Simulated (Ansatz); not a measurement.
BeS:
```xyz
2
Lattice="0.0000 2.3171 2.3171 2.3171 0.0000 2.3171 2.3171 2.3171 0.0000" Properties=species:S:1:pos:R:3 pbc="T T T"
S      0.0000     0.0000     0.0000
Be     2.3171     2.3171     2.3171
```

Relaxed with r²SCAN. Special points in fractions of this cell's reciprocal vectors: Γ (0.000, 0.000, 0.000); X (0.500, 0.000, 0.500); U (0.625, 0.250, 0.625); K (0.375, 0.375, 0.750); L (0.500, 0.500, 0.500); W (0.500, 0.250, 0.750).

Q: List the band energies nearest the valence-band maximum at these points for r²SCAN in the plane-wave PAW code Ansatz.

A: In eV from the valence-band maximum; about four levels below and three above (degenerate sets whole), none deeper than 8.9 eV; points with the same levels are listed once.

| k | below | above |
|---|---|---|
| Γ | -0.28 -0.28 -0.28 | 6.20 9.27 9.27 9.27 |
| X | -6.97 -3.27 -3.27 | 1.33 4.81 12.98 12.98 |
| U | -6.24 -5.30 -2.56 | 2.68 8.08 8.82 |
| L | -7.46 -0.55 -0.55 | 4.45 4.45 4.82 |
| W | -5.56 -5.56 -4.06 | 5.35 6.21 9.92 9.92 |

Space group Fm-3m (rock salt). The cell is a constructed one: a structure type filled with these elements; neither database checked (COD, Materials Project) lists it. COD files the formula under space group No. 216, so this cell is another polymorph or a model. Its standing as an ambient phase is unchecked. The cell was relaxed with r²SCAN under the symmetry of its start. At this level the phase is dynamically unstable (imaginary phonons).

Potentials: the later of the program's two PAW sets.
